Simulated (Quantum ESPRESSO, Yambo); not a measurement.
CrHgO4 (space group Cmcm, No. 63). The geometry is that of Materials Project entry mp-19380, symmetrised and not relaxed again. Chain: LDA (Quantum ESPRESSO, PseudoDojo norm-conserving, 94 Ry, scalar-relativistic); G0W0 in Yambo (2×2×2 Γ-centred k mesh, bands 17 to 287 and a 7 Ry block in the screening, 287 bands in G with the Bruneval-Gonze terminator, plasmon pole fitted at 27.2 eV); BSE (4×4×2 mesh, 23 valence and 12 conduction bands, static screening with 125 bands and a 3 Ry block, scissor 1.43 eV, Tamm-Dancoff).

The LDA gap (dense path) is 1.36 eV, the LDA gap (-0.5, -0.5, 0) → (-0.5, -0.5, 0) on the GW mesh comes out as 1.36 eV and the LDA smallest direct gap on the GW mesh, at (-0.5, -0.5, 0) comes out as 1.36 eV. The G0W0 direct gap at that point is 2.80 eV and the G0W0 correction to the gap (-0.5, -0.5, 0) → (-0.5, -0.5, 0) is 1.43 eV. The lowest exciton is no binding energy given (see below).

Rough cost of the Yambo steps against G0W0 for 12 states: BSE within a factor of two.

Nearest settings tried, and what they do to the gap: 195 bands in W, 195 bands in G: +22 meV; 3 Ry block (109 vectors against 381): +202 meV; 2×2×1 mesh: -17 meV. So the settings aren't converged at that level. The k mesh is coarse. The BSE states are vertical excitations (zero momentum). The lowest state covers only about 2 of the 32 k points, so the mesh doesn't resolve it: its energy and its distance from the direct gap are mesh artefacts. An extended exciton needs a far denser mesh. Axes are Cartesian, with cell vectors (Å) (2.88, -4.39, 0.00), (2.88, 4.39, 0.00), (0.00, 0.00, 7.15).

Spin-orbit coupling is left out, which matters for elements this heavy: edges can move by tenths of an eV. The 3d shell has no Hubbard U; the runs are without spin polarisation, and magnetic order was not tried.

The structure is a Materials Project entry; no match was found in the copy of COD used, and its stability was not checked.
